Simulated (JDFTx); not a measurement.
An input for JDFTx (a modified build) (Mo(100), linear PCM (GLSSA13), water, 1 M NaF; bohr, hartree) and the course of its log:

```
lattice \
  5.9859342669 0.0000000000 0.0000000000 \
  0.0000000000 5.9859342669 0.0000000000 \
  0.0000000000 0.0000000000 42.1408925792
coords-type Lattice
ion Mo 0.0000000000 0.0000000000 -0.1420457400 0
ion Mo 0.5000000000 0.5000000000 -0.0710228700 0
ion Mo 0.0000000000 0.0000000000 0.0000000000 0
ion Mo 0.5000000000 0.5000000000 0.0710228700 0
ion Mo 0.0000000000 0.0000000000 0.1420457400 0
ion-species pseudo/mo_pbe_v1.upf
elec-cutoff 15 75
elec-ex-corr gga-PBE
coulomb-interaction Slab 001
coulomb-truncation-embed 0 0 0
kpoint-folding 8 8 1
elec-smearing Fermi 0.01
elec-n-bands 47
electronic-scf nIterations 100 energyDiffThreshold 1e-08
fluid LinearPCM
pcm-variant GLSSA13
fluid-solvent H2O
fluid-cation Na+ 1
fluid-anion F- 1
fluid-minimize nIterations 400 knormThreshold 1e-11
wavefunction read vac.wfns
elec-initial-eigenvals vac.eigenvals
dump-name f0.$VAR
dump End State Ecomponents EigStats BandEigs Forces ElecDensity IonicPositions Fillings Kpoints Dtot FluidDebug BoundCharge FluidDensity
```

```
[one cycle in 5 is shown, and the last three; fluid-solver lines are left out]
	FillingsUpdate:  mu: -0.135312126  nElectrons: 70.000000
SCF: Cycle:  0   F: -342.104449466574351   dF: +1.020e-04   |Residual|: 4.114e-03   |deigs|: 2.631e-05
	FillingsUpdate:  mu: -0.129605047  nElectrons: 70.000000
SCF: Cycle:  5   F: -342.104787146926526   dF: -1.075e-06   |Residual|: 3.581e-04   |deigs|: 5.124e-04
	FillingsUpdate:  mu: -0.128753027  nElectrons: 70.000000
SCF: Cycle: 10   F: -342.104788915601489   dF: +6.420e-08   |Residual|: 6.423e-05   |deigs|: 2.318e-05
	FillingsUpdate:  mu: -0.128711558  nElectrons: 70.000000
SCF: Cycle: 15   F: -342.104789042693540   dF: -4.164e-07   |Residual|: 4.291e-05   |deigs|: 3.310e-05
	FillingsUpdate:  mu: -0.128738646  nElectrons: 70.000000
SCF: Cycle: 20   F: -342.104788996983189   dF: +1.010e-07   |Residual|: 7.721e-05   |deigs|: 3.246e-05
	FillingsUpdate:  mu: -0.128738071  nElectrons: 70.000000
SCF: Cycle: 25   F: -342.104789098876552   dF: -2.583e-09   |Residual|: 2.308e-05   |deigs|: 2.291e-05
	FillingsUpdate:  mu: -0.128758775  nElectrons: 70.000000
SCF: Cycle: 30   F: -342.104789077117516   dF: +2.746e-08   |Residual|: 4.076e-05   |deigs|: 5.829e-06
	FillingsUpdate:  mu: -0.128752867  nElectrons: 70.000000
SCF: Cycle: 35   F: -342.104789097174887   dF: -1.203e-08   |Residual|: 2.184e-05   |deigs|: 6.637e-06
	FillingsUpdate:  mu: -0.128763754  nElectrons: 70.000000
SCF: Cycle: 40   F: -342.104789104767406   dF: -2.453e-08   |Residual|: 6.756e-06   |deigs|: 2.979e-05
	FillingsUpdate:  mu: -0.128757163  nElectrons: 70.000000
SCF: Cycle: 45   F: -342.104789093727561   dF: -7.065e-08   |Residual|: 2.442e-05   |deigs|: 9.292e-06
	FillingsUpdate:  mu: -0.128769211  nElectrons: 70.000000
SCF: Cycle: 50   F: -342.104789037298644   dF: +5.932e-08   |Residual|: 5.335e-05   |deigs|: 2.676e-05
	FillingsUpdate:  mu: -0.128743020  nElectrons: 70.000000
SCF: Cycle: 55   F: -342.104789064264935   dF: +3.530e-08   |Residual|: 4.516e-05   |deigs|: 1.485e-05
	FillingsUpdate:  mu: -0.128744125  nElectrons: 70.000000
SCF: Cycle: 60   F: -342.104789093337502   dF: +7.846e-09   |Residual|: 2.812e-05   |deigs|: 1.149e-05
	FillingsUpdate:  mu: -0.128744278  nElectrons: 70.000000
SCF: Cycle: 65   F: -342.104789102894472   dF: -2.618e-08   |Residual|: 1.754e-05   |deigs|: 2.273e-05
	FillingsUpdate:  mu: -0.128749232  nElectrons: 70.000000
SCF: Cycle: 70   F: -342.104789022630143   dF: +8.196e-08   |Residual|: 6.664e-05   |deigs|: 7.452e-06
	FillingsUpdate:  mu: -0.128738726  nElectrons: 70.000000
SCF: Cycle: 75   F: -342.104789062477778   dF: +3.641e-08   |Residual|: 3.578e-05   |deigs|: 1.247e-05
	FillingsUpdate:  mu: -0.128751336  nElectrons: 70.000000
SCF: Cycle: 80   F: -342.104789096670061   dF: +7.074e-09   |Residual|: 1.940e-05   |deigs|: 3.734e-06
	FillingsUpdate:  mu: -0.128749530  nElectrons: 70.000000
SCF: Cycle: 85   F: -342.104789103800158   dF: +8.953e-10   |Residual|: 1.175e-05   |deigs|: 1.715e-06
	FillingsUpdate:  mu: -0.128741957  nElectrons: 70.000000
SCF: Cycle: 90   F: -342.104789089131259   dF: +1.092e-08   |Residual|: 2.807e-05   |deigs|: 1.369e-05
	FillingsUpdate:  mu: -0.128751541  nElectrons: 70.000000
SCF: Cycle: 95   F: -342.104789103624171   dF: -2.571e-08   |Residual|: 7.427e-06   |deigs|: 2.219e-05
	FillingsUpdate:  mu: -0.128769882  nElectrons: 70.000000
SCF: Cycle: 97   F: -342.104789066447154   dF: +2.721e-08   |Residual|: 3.806e-05   |deigs|: 2.853e-05
	FillingsUpdate:  mu: -0.128754239  nElectrons: 70.000000
SCF: Cycle: 98   F: -342.104789099477216   dF: -3.303e-08   |Residual|: 1.657e-05   |deigs|: 1.705e-05
	FillingsUpdate:  mu: -0.128743290  nElectrons: 70.000000
SCF: Cycle: 99   F: -342.104789092926637   dF: +6.551e-09   |Residual|: 2.695e-05   |deigs|: 1.323e-05
SCF: None of the convergence criteria satisfied after 100 iterations.
IonicMinimize: Iter:   0  F: -342.104789092926637  |grad|_K:  0.000e+00
IonicMinimize: Converged (|grad|_K<1.000000e-04).
```

This run gave no converged result. The loop ran out of cycles short of its threshold. It has stalled and not diverged: the last ten energies span 4e-08 Ha, so the total is near its end, but levels, forces and charges aren't shown converged.
